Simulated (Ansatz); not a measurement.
Rb₂NaScF₆:
Space group Fm-3m (No. 225); a = b = c = 8.571 Å, α = β = γ = 90.00°

```csv
atom,site,symmetry,x,y,z
Rb,8c,-43m,0.2500,0.2500,0.2500
Na,4b,m-3m,0.5000,0.5000,0.5000
Sc,4a,m-3m,0.0000,0.0000,0.0000
F,24e,4m.m,0.0000,0.0000,0.2353
```
(The calculation used a cell of 10 atoms; values per cell refer to that cell.)

Relaxed with r²SCAN. Plane-wave PAW r²SCAN (Ansatz code) gives a gap of 7.82 eV.

**Question.** What gap does HSE06 give on the same cell (Ansatz, PAW)?

**Answer.** 9.38 eV, 1.56 eV more. The hybrid was solved on a coarser mesh and at special points; its gap is the smallest among all of these.

```csv
k,v1 r²SCAN,c1 r²SCAN,v1 HSE06,c1 HSE06
Γ,0.00,7.82,0.00,9.38
X,-0.01,7.87,(withheld),(withheld)
L,-0.15,7.89,(withheld),(withheld)
W,-0.15,7.92,(withheld),(withheld)
K,-0.08,7.89,(withheld),(withheld)
```

**Question.** Top valence (v1) and lowest conduction level (c1) in eV from each method's valence maximum (which need not be a listed point): supply the withheld HSE06 values.

**Answer.** 
- L, v1 HSE06: -0.16
- L, c1 HSE06: 9.71
- W, v1 HSE06: -0.16
- W, c1 HSE06: 9.75
- X, v1 HSE06: -0.01
- X, c1 HSE06: 9.70
- K, v1 HSE06: -0.08
- K, c1 HSE06: 9.72

Cost on shared cores: the r²SCAN run (SCF on a 6×6×6 mesh, then bands and DOS) about 2.9 core-minutes (a rough figure), the HSE06 run (SCF on 4×4×4, then a few points) roughly 9 core-minutes; the tasks are unlike.

The first step of the workflow began from a Materials Project structure, measured or hypothetical; the Crystallography Open Database copy checked does not list it. Its standing as an ambient phase is unchecked. The r²SCAN relaxation kept the symmetry of its start; whether a distortion lowers the energy is not shown. No spin polarisation was allowed. Spin–orbit coupling is left out wherever it is not named.

Potentials: the later of the program's two PAW sets.
